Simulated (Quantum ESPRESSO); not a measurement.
pw.x input (Quantum ESPRESSO 7.5; LDA, PseudoDojo standard norm-conserving files, scalar-relativistic):

```
&CONTROL
  calculation = 'scf'
  pseudo_dir = './pseudo'
  outdir = './out'
  tprnfor = .true.
  tstress = .true.
/
&SYSTEM
  ibrav = 0
  nat = 9
  ntyp = 3
  ecutwfc = 84.0
  ecutrho = 336.0
  occupations = 'smearing'
  smearing = 'fd'
  degauss = 0.002
  nbnd = 22
/
&ELECTRONS
  conv_thr = 9e-10
/
ATOMIC_SPECIES
H 1.0080 H.upf
Mg 24.3050 Mg.upf
Ba 137.3270 Ba.upf
CELL_PARAMETERS angstrom
  5.717819838000   0.000000000000   0.000000000000
 -2.858909919000   4.951777234000   0.000000000000
  0.000000000000   0.000000000000   4.538310000000
ATOMIC_POSITIONS crystal
H   0.829635000000   0.659270000000   0.775330000000
H   0.170365000000   0.340730000000   0.224670000000
H   0.340730000000   0.170365000000   0.775330000000
H   0.659270000000   0.829635000000   0.224670000000
H   0.829635000000   0.170365000000   0.775330000000
H   0.170365000000   0.829635000000   0.224670000000
Mg   0.000000000000   0.000000000000   0.000000000000
Ba   0.666666667000   0.333333333000   0.267040000000
Ba   0.333333333000   0.666666667000   0.732960000000
K_POINTS automatic
6 6 6 0 0 0
```

End of the output:

```
     total energy              =    -238.09677437 Ry
     estimated scf accuracy    <       0.00000001 Ry
     total energy              =    -238.09677438 Ry
     estimated scf accuracy    <          2.6E-09 Ry
[...]
     the Fermi energy is     5.8989 ev
!    total energy              =    -238.09677438 Ry
     estimated scf accuracy    <          1.3E-11 Ry
     smearing contrib. (-TS)   =      -0.00000000 Ry
     internal energy E=F+TS    =    -238.09677438 Ry
     The total energy is F=E-TS. E is the sum of the following terms:
     one-electron contribution =    -112.18253544 Ry
     hartree contribution      =      62.02242691 Ry
     xc contribution           =     -45.77505794 Ry
     ewald contribution        =    -142.16160792 Ry
     convergence has been achieved in   9 iterations
     Forces acting on atoms (cartesian axes, Ry/au):
     atom    1 type  1   force =     0.00000000   -0.00412908   -0.00062824
     atom    2 type  1   force =     0.00000000    0.00412908    0.00062824
     atom    3 type  1   force =     0.00357589    0.00206454   -0.00062824
     atom    4 type  1   force =    -0.00357589   -0.00206454    0.00062824
     atom    5 type  1   force =    -0.00357589    0.00206454   -0.00062824
     atom    6 type  1   force =     0.00357589   -0.00206454    0.00062824
     atom    7 type  2   force =     0.00000000    0.00000000    0.00000000
     atom    8 type  3   force =    -0.00000000   -0.00000000   -0.00334567
     atom    9 type  3   force =     0.00000000    0.00000000    0.00334567
     Total force =     0.011272     Total SCF correction =     0.000003
     Computing stress (Cartesian axis) and pressure
          total   stress  (Ry/bohr**3)                   (kbar)     P=      -34.60
  -0.00023813   0.00000000  -0.00000000          -35.03        0.00       -0.00
   0.00000000  -0.00023813  -0.00000000            0.00      -35.03       -0.00
  -0.00000000  -0.00000000  -0.00022939           -0.00       -0.00      -33.74
```
In a gapped system the printed Fermi energy is only some level inside the gap.

Geometry of the Materials Project entry, not relaxed at this level.
